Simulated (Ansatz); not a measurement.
LiF (CsCl type, Pm-3m), r²SCAN in the plane-wave PAW code Ansatz. The conduction-band minimum lies at Γ, with 1 equivalent valley. Second derivatives d²E/dk² of the lowest band at one valley (eV·Å²), along Cartesian directions:

```json
[
 {"direction": "[100]", "d²E/dk²": "8.649"},
 {"direction": "[010]", "d²E/dk²": "8.649"},
 {"direction": "[001]", "d²E/dk²": "8.649"},
 {"direction": "[110]", "d²E/dk²": "8.650"},
 {"direction": "[101]", "d²E/dk²": "8.650"},
 {"direction": "[011]", "d²E/dk²": "8.650"}
]
```

Find the principal effective masses, the density-of-states mass and the conductivity mass.

Off-diagonal terms follow from H_xy = H[110] − (H_xx + H_yy)/2, and m*/mₑ = 7.620 eV·Å² over each eigenvalue: 0.88, 0.88, 0.88. One valley's DOS mass (m₁m₂m₃)^(1/3) = 0.88, conductivity mass 3/(Σ 1/mᵢ) = 0.88 mₑ.

What effective density of states Nc follows at 300 K for parabolic valleys?

Nc = 2.509e19 × 1 × (0.88)^(3/2) ≈ 2.1e19 cm⁻³.

The first step of the workflow began from a Materials Project structure, measured or hypothetical; the Crystallography Open Database copy checked does not list it. It is not the phase usual at ambient conditions (space group No. 225). The cell was relaxed with r²SCAN under the symmetry of its start. At this level the phase is dynamically unstable (imaginary phonons).

Potentials: the later of the program's two PAW sets.

Edges and masses are those of Kohn–Sham bands, whose gap is no quasiparticle gap.
